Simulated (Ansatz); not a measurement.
TaP:
Space group I4₁md (No. 109); a = 3.3101 Å, b = 3.3101 Å, c = 11.2766 Å, α = 90.00°, β = 90.00°, γ = 90.00°

| atom | site | symmetry | x | y | z |
|---|---|---|---|---|---|
| Ta | 4a | 2mm. | 0.0000 | 0.0000 | 0.9994 |
| P | 4a | 2mm. | 0.0000 | 0.0000 | 0.4166 |
(The calculation used a cell of 4 atoms; values per cell refer to that cell.)

Relaxed with PBEsol. Plane-wave PAW PBEsol (Ansatz code) gives no gap.

Q: What gap does HSE06 give on the same cell (Ansatz, PAW)?

A: It stays without a gap at the points solved. The hybrid was solved on a coarser mesh and at special points; its gap is the smallest among all of these. On such a mesh it can open a false gap in a semimetal.

| k | v1 PBEsol | c1 PBEsol | v1 HSE06 | c1 HSE06 |
|---|---|---|---|---|
| Γ | -1.67 | 0.99 | … | … |
| M | -0.92 | 1.45 | -1.20 | 1.93 |
| X | -1.06 | 3.50 | … | … |
| P | -1.06 | 3.51 | -1.38 | 4.21 |
| N | -0.28 | 0.07 | … | … |
| S0 | -0.22 | 0.07 | … | … |
| R | -1.09 | 3.23 | -1.40 | 3.92 |

Q: Top valence (v1) and lowest conduction level (c1) in eV from each method's valence maximum (which need not be a listed point): supply the withheld HSE06 values.

A: 
- S0, v1 HSE06: 0.00
- S0, c1 HSE06: 0.15
- X, v1 HSE06: -1.38
- X, c1 HSE06: 4.21
- Γ, v1 HSE06: -1.98
- Γ, c1 HSE06: 1.43
- N, v1 HSE06: -0.28
- N, c1 HSE06: 0.33

Cost on shared cores: the PBEsol run (SCF on a 17×17×17 mesh, then bands and DOS) roughly 120 core-seconds, the HSE06 run (SCF on 9×9×9, then a few points) about 11 core-minutes (a rough figure); the tasks are unlike.

Space group I4_1md. The first step of the workflow began from a Materials Project structure, measured or hypothetical; the Crystallography Open Database copy checked does not list it. COD files the formula under space group No. 141, so this cell is another polymorph or a model. Whether it is the stable phase at ambient conditions was not checked. The cell was relaxed with PBEsol under the symmetry of its start; of distortions, only those at the zone centre were tested. The run is not spin-polarised. A small band overlap can be real or an error of a semilocal functional. Spin–orbit coupling is left out wherever it is not named.

Potentials: the earlier of the program's two PAW sets.
